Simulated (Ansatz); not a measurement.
AlP (wurtzite, P6_3mc), DFT-LDA in the program Ansatz with PAW potentials. The conduction-band minimum lies at M, with 3 equivalent valleys. Second derivatives d²E/dk² of the lowest band at one valley (eV·Å²), along Cartesian directions:

```
direction  d²E/dk²
---------  -------
[100]        57.89
[010]        7.469
[001]        7.458
[110]        32.69
[101]        32.69
[011]        7.462
```

Question: Find the principal effective masses, the density-of-states mass and the conductivity mass.

Answer: Off-diagonal terms follow from H_xy = H[110] − (H_xx + H_yy)/2, and m*/mₑ = 7.620 eV·Å² over each eigenvalue: 0.13, 1.0, 1.0. One valley's DOS mass (m₁m₂m₃)^(1/3) = 0.52, conductivity mass 3/(Σ 1/mᵢ) = 0.31 mₑ.

Question: What effective density of states Nc follows at 300 K for parabolic valleys?

Answer: Nc = 2.509e19 × 3 × (0.52)^(3/2) ≈ 2.8e19 cm⁻³.

Question: With the computed static dielectric constant 10.6 (mean of the diagonal), estimate a hydrogenic donor's binding energy and radius.

Answer: E = 13.606 eV × 0.31/10.6² ≈ 38 meV; a = 0.529 Å × ε/m* ≈ 18 Å. Semilocal masses tend to be too small where the gap is.

The workflow started from a Materials Project entry (that database holds measured and hypothetical structures alike); the Crystallography Open Database copy checked does not list it. It is not the phase usual at ambient conditions (space group No. 216). The cell was relaxed with LDA under the symmetry of its start; phonons on a q-mesh show no instability.

Potentials: the later of the program's two PAW sets.
